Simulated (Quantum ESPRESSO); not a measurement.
**Band energies of Si**

```
Si
1.0
    0.00000     2.69755     2.69755
    2.69755     0.00000     2.69755
    2.69755     2.69755     0.00000
Si
2
Direct
  0.75000   0.75000   0.75000
  0.50000   0.50000   0.50000
```

LDA (pw.x of Quantum ESPRESSO, ONCV potentials, scalar-relativistic); path ΓXWKΓLUWLK,UX; energies in eV from the valence-band maximum.

| k (1/Å) | point | band 1 | band 2 | band 3 | band 4 | band 5 | band 6 | band 7 |
|---|---|---|---|---|---|---|---|---|
| 0.00 | Γ | -12.10 | 0.00 | 0.00 | 0.00 | 2.54 | 2.54 | 2.54 |
| 0.53 |  | -11.19 | -3.12 | -1.75 | -1.75 | 1.19 | 3.41 | 5.37 |
| 1.16 | X | -7.89 | -7.89 | -2.90 | -2.90 | 0.58 | 0.58 | 10.14 |
| 1.75 | W | -7.71 | -7.71 | -3.96 | -3.96 | 4.20 | 4.20 | 5.00 |
| 1.88 |  | -8.03 | -7.43 | -4.21 | -3.49 | 2.93 | 4.22 | 5.69 |
| 2.16 | K | -8.29 | -7.29 | -4.42 | -2.47 | 1.09 | 4.07 | 7.49 |
| 2.47 |  | -9.54 | -6.07 | -4.22 | -1.66 | 2.03 | 5.38 | 5.67 |
| 3.09 |  | -11.79 | -1.88 | -1.08 | -0.15 | 2.86 | 2.96 | 3.03 |
| 3.39 | Γ | -12.10 | 0.00 | 0.00 | 0.00 | 2.54 | 2.54 | 2.54 |
| 3.70 |  | -11.80 | -2.10 | -0.39 | -0.39 | 2.39 | 3.11 | 3.11 |
| 4.20 |  | -10.18 | -6.37 | -1.14 | -1.14 | 1.58 | 3.38 | 3.38 |
| 4.40 | L | -9.71 | -7.08 | -1.21 | -1.21 | 1.49 | 3.30 | 3.30 |
| 4.81 |  | -9.18 | -6.88 | -3.61 | -1.91 | 1.80 | 4.84 | 5.08 |
| 5.12 | U | -8.29 | -7.29 | -4.42 | -2.47 | 1.09 | 4.07 | 7.49 |
| 5.42 |  | -7.96 | -7.48 | -4.15 | -3.63 | 3.29 | 4.24 | 5.47 |
| 5.53 | W | -7.71 | -7.71 | -3.96 | -3.96 | 4.20 | 4.20 | 5.00 |
| 5.89 |  | -9.04 | -6.86 | -3.76 | -2.41 | 3.11 | 3.19 | 6.45 |
| 6.35 | L | -9.71 | -7.08 | -1.21 | -1.21 | 1.49 | 3.30 | 3.30 |
| 6.44 |  | -9.69 | -7.07 | -1.45 | -1.26 | 1.70 | 3.26 | 3.40 |
| 6.97 |  | -8.53 | -7.08 | -4.44 | -2.34 | 1.24 | 4.73 | 6.88 |
| 7.06 | K | -8.29 | -7.29 | -4.42 | -2.47 | 1.09 | 4.07 | 7.49 |
| 7.06 | U | -8.29 | -7.29 | -4.42 | -2.47 | 1.09 | 4.07 | 7.49 |
| 7.48 | X | -7.89 | -7.89 | -2.90 | -2.90 | 0.58 | 0.58 | 10.14 |

The LDA gap is indirect, 0.45 eV, from Γ to 82 % of the way from Γ to X; the smallest direct gap is 2.54 eV.

Geometry relaxed with LDA.
